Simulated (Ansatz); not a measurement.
LaSi$_{2}$Pt$_{2}$ in space group I4/mmm (No. 139; Si on 4e, Pt on 4d, La on 2a), plane-wave PAW r²SCAN (Ansatz code), all energies at zero smearing, with the estimated change up to a 700 eV cutoff added, with one set of potentials and settings (totals compare only within such a set). Cell of 5 atoms (2 Si, 2 Pt, 1 La): -32621.828 eV.

| element | reference phase | E (eV/atom) |
|---|---|---|
| Si | Fd-3m, 2 atoms in the cell | -639.0667 |
| Pt | Fm-3m, 1 atoms in the cell | -12536.7848 |
| La | P6_3/mmc, 4 atoms in the cell | -6264.6784 |

Formation energy per atom, worked out: (-32621.828 − 2×(-639.0667) − 2×(-12536.7848) − 1×(-6264.6784))/5 = -1.089 eV/atom (-105 kJ per mol of atoms), at 0 K, without zero-point energy or fitted corrections.

The workflow started from an entry of the Crystallography Open Database (COD). Its standing as an ambient phase is unchecked. The r²SCAN relaxation kept the symmetry of its start; whether a distortion lowers the energy is not shown. No spin polarisation was allowed. The references are the lowest solids computed at this level, not always the standard phases. Scalar-relativistic: spin–orbit coupling is off unless named, which matters more the heavier the elements.

Potentials: the later of the program's two PAW sets.
